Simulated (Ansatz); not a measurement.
Consider the following.

HfO2:
Space group P4₂/nmc, origin choice 1 (No. 137); a = 3.537 Å, b = 3.537 Å, c = 5.103 Å, α = 90.00°, β = 90.00°, γ = 90.00°

```json
[
 {"atom": "Hf", "site": "2a", "symmetry": "-4m2", "x": "0.0000", "y": "0.0000", "z": "0.0000"},
 {"atom": "O", "site": "4d", "symmetry": "2mm.", "x": "0.0000", "y": "0.5000", "z": "0.2036"}
]
```

This is the LDA-relaxed structure.

Question: All from plane-wave PAW LDA (Ansatz code), unless another level is named. Give the electron effective mass.

Answer: 0.76, 0.76, 0.98 mₑ (principal values).

Question: Predict the formation energy from the elements (no fitted shifts).

Answer: -3.63 eV/atom.

Question: What about the smallest direct gap on the standard path?

Answer: 4.62 eV.

Question: What about the band gap?

Answer: 4.49 eV (indirect).

Question: Predict the conduction-band minimum.

Answer: at Γ.

Question: Next, the valence-band maximum?

Answer: at A.

Space group P4_2/nmc. This is a known high-temperature phase of the composition, computed here at zero pressure and temperature. Symmetry was held in the LDA relaxation; whether a distortion lowers the energy is not shown. The run is not spin-polarised. The references are the lowest solids computed at this level, not always the standard phases (solids in place of the gases). Scalar-relativistic: spin–orbit coupling is off unless named, which matters more the heavier the elements.

Potentials: the earlier of the program's two PAW sets. The files were generated under PBE; for other functionals the program regenerates the frozen cores, and for LDA and PBEsol the local potential too.
